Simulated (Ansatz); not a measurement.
Input:

AlCrSi:
```xyz
6
Lattice="3.7911 0.0000 0.0000 0.0000 3.7911 0.0000 0.0000 0.0000 5.8623" Properties=species:S:1:pos:R:3 pbc="T T T"
Cr     1.8956     1.8956     0.0000
Cr     0.0000     0.0000     0.0000
Al     0.0000     1.8956     4.0362
Al     1.8956     0.0000     1.8261
Si     1.8956     0.0000     4.3236
Si     0.0000     1.8956     1.5387
```
The run is spin-polarised; directions of the spins, atom by atom: ↓ ↑ 0 0 0 0.

This is the PBEsol-relaxed structure.

Task: All from DFT-PBEsol in the program Ansatz with PAW potentials, unless another level is named. Estimate the electronic character.

Result: metallic (no gap).

Task: Next, the formation energy from the elements (no fitted shifts)?

Result: -0.18 eV/atom.

Task: Give the density of states at the Fermi level.

Result: 0.50 states/eV per atom (mean over ±0.08 eV).

Space group P4/nmm. The start of the workflow was typed in or built on a structure type; neither database checked (COD, Materials Project) lists it. Its standing as an ambient phase is unchecked. The PBEsol relaxation kept the symmetry of its start, as lowered by the spin order; whether a distortion lowers the energy is not shown. Spin order of the final state: antiferromagnetic, chosen from 5 collinear starts compared on coarse meshes (ties went to the first, and starts can fall back to one state), not a proven ground state. The references are the lowest solids computed at this level, not always the standard phases.

Potentials: the earlier of the program's two PAW sets. The files were generated under PBE; for other functionals the program regenerates the frozen cores, and for LDA and PBEsol the local potential too.
